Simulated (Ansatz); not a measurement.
K2PdF6:
Space group P-3m1 (No. 164); a = 5.7217 Å, b = 5.7217 Å, c = 4.6734 Å, α = 90.00°, β = 90.00°, γ = 120.00°

| atom | site | symmetry | x | y | z |
|---|---|---|---|---|---|
| K | 2d | 3m. | 0.6667 | 0.3333 | 0.2783 |
| Pd | 1a | -3m. | 0.0000 | 0.0000 | 0.0000 |
| F | 6i | .m. | 0.1622 | 0.3244 | 0.2235 |

Relaxed with PBEsol. PBEsol in the plane-wave PAW code Ansatz gives a gap of 2.12 eV.

**Question.** What gap does HSE06 give on the same cell (Ansatz, PAW)?

**Answer.** 4.42 eV, 2.30 eV more. The hybrid was solved on a coarser mesh and at special points; its gap is the smallest among all of these.

| k | v1 PBEsol | c1 PBEsol | v1 HSE06 | c1 HSE06 |
|---|---|---|---|---|
| Γ | -0.24 | 2.49 | ___ | ___ |
| A | -0.23 | 2.46 | ___ | ___ |
| K | -0.11 | 2.30 | ___ | ___ |
| H | 0.00 | 2.27 | 0.00 | 4.58 |
| M | -0.03 | 2.15 | ___ | ___ |
| L | 0.00 | 2.12 | 0.00 | 4.42 |

**Question.** Top valence (v1) and lowest conduction level (c1) in eV from each method's valence maximum (which need not be a listed point): supply the withheld HSE06 values.

**Answer.** 
- M, v1 HSE06: -0.03
- M, c1 HSE06: 4.45
- A, v1 HSE06: -0.23
- A, c1 HSE06: 4.79
- Γ, v1 HSE06: -0.24
- Γ, c1 HSE06: 4.81
- K, v1 HSE06: -0.12
- K, c1 HSE06: 4.61

Cost on shared cores: the PBEsol run (SCF on a 6×6×6 mesh, then bands and DOS) around 80 core-seconds (rough), the HSE06 run (SCF on 4×4×4, then a few points) roughly 4 core-minutes; the tasks are unlike.

The workflow started from a Materials Project entry (that database holds measured and hypothetical structures alike); the Crystallography Open Database files this formula in space group No. 164, but the cells were not matched. Its standing as an ambient phase is unchecked. The cell was relaxed with PBEsol under the symmetry of its start; whether a distortion lowers the energy is not shown. No spin polarisation was allowed. Scalar-relativistic: spin–orbit coupling is off unless named, which matters more the heavier the elements.

Potentials: the later of the program's two PAW sets.
